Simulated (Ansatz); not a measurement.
BP with Cd replacing B: gradients before and after relaxing the atoms

Start: a supercell of BP (zinc blende type, F-43m) built from a structure deposited in the COD, with all atoms left at the host's positions.

Space group F-43m (No. 216); a = 13.6140 Å.

```csv
site,Wyckoff,site symmetry,x,y,z
Cd,4a,-43m,0.0000,0.0000,0.0000
B2,48h,..m,0.1667,0.0000,0.1667
B5,16e,.3m,0.3333,0.8333,0.1667
B9,16e,.3m,0.6667,0.6667,0.3333
B15,24f,2.mm,0.5000,0.6667,0.5000
P28,16e,.3m,0.0833,0.9167,0.0833
P29,24g,2.mm,0.2500,0.9167,0.2500
P33,48h,..m,0.5833,0.7500,0.4167
P41,16e,.3m,0.4167,0.5833,0.4167
P54,4c,-43m,0.7500,0.2500,0.7500
```

One atom of each set is listed; the run and its k-mesh use a cell of 54 atoms with edges of 9.63, 9.63, 9.63 Å.

Computed with Ansatz: DFT, PBE, plane waves and PAW, scalar-relativistic, 420 eV cutoff, Γ-centred 3×3×3 k-points, Fermi–Dirac smearing 0.01 eV, cell charge -1.

The largest force at the start is 12 eV/Å. Relaxing the ions at fixed cell moves them by 0.313 Å at most (atom 28, P) and 0.088 Å rms.

```
site  moved (Å)             first shell before              first shell after  V_zz before (10²¹ V/m²)  η before
  Cd      0.000                  4 P at 1.97 Å                  4 P at 2.28 Å                     0.00         –
  B2      0.047                  4 P at 1.97 Å             4 P at 1.91–1.97 Å                    -0.21      0.58
  B5      0.001                  4 P at 1.97 Å             4 P at 1.96–1.98 Å                    0.054      0.00
  B9      0.004                  4 P at 1.97 Å                  4 P at 1.97 Å                    0.033      0.00
 P28      0.313  1 Cd at 1.97 Å, 3 B at 1.97 Å  3 B at 1.91 Å, 1 Cd at 2.28 Å                    -7.74      0.00
 P29      0.021                  4 B at 1.97 Å             4 B at 1.91–1.98 Å                     0.68      0.93
 P33      0.005                  4 B at 1.97 Å                  4 B at 1.97 Å                     0.40      0.79
 P41      0.001                  4 B at 1.97 Å             4 B at 1.96–1.97 Å                    -0.19      0.00
```

Q: How do the gradients change?

A: 

```
site  V_zz after  η after  change of V_zz
  Cd        0.00        –            0.00
  B2       -0.39     0.46           -0.18
  B5      <0.005        –           -0.05
  B9       0.032     0.00            0.00
 P28       -6.72     0.00           +1.02
 P29        1.65     0.71           +0.97
 P33       -0.20     0.97               –
 P41       -0.29     0.00           -0.10
```

The largest change of V_zz along a kept axis is on P28, from -7.74 to -6.72. In per cent, |V_zz| changes by -13 to +142 on P (all sites that start above 0.5). Where |V_zz| stays above 0.1 and the axes keep their order, η moves most on P29, from 0.93 to 0.71. On P33 the largest principal value lies along another axis in the second run, so the two V_zz can't be compared directly. Other sites with |V_zz| of 0.02 or less aren't listed.

The defect repeats with the cell of 54 atoms, so it feels its images: sites between two images don't show the values beside a lone defect, and zeros or small values of η there can come from the images' arrangement. A uniform background compensates the cell's charge. Without spin–orbit coupling (the program notes it for Cd) the gradients can shift somewhat, as the gap is small.
Before: With a gap of 0.8 eV on this mesh, small gradients can still move by 0.1 × 10²¹ V/m² or more as the k-mesh gets denser. The cell keeps the host's lattice, where the PBE pressure is 10 GPa (in a charged cell this depends on the convention for the mean potential). The neighbours have not yet relaxed around the defect (largest force 12 eV/Å), so the values at and beside it are those of a strained start, not of the defect in a real crystal.
After: The relaxation keeps the site symmetry -43m of the start, so the impurity can't leave its site; a start off the site could end lower. With a gap of 0.5 eV on this mesh, small gradients can still move by 0.1 × 10²¹ V/m² or more as the k-mesh gets denser. The cell keeps the host's lattice, where the PBE pressure is 6 GPa (in a charged cell this depends on the convention for the mean potential).
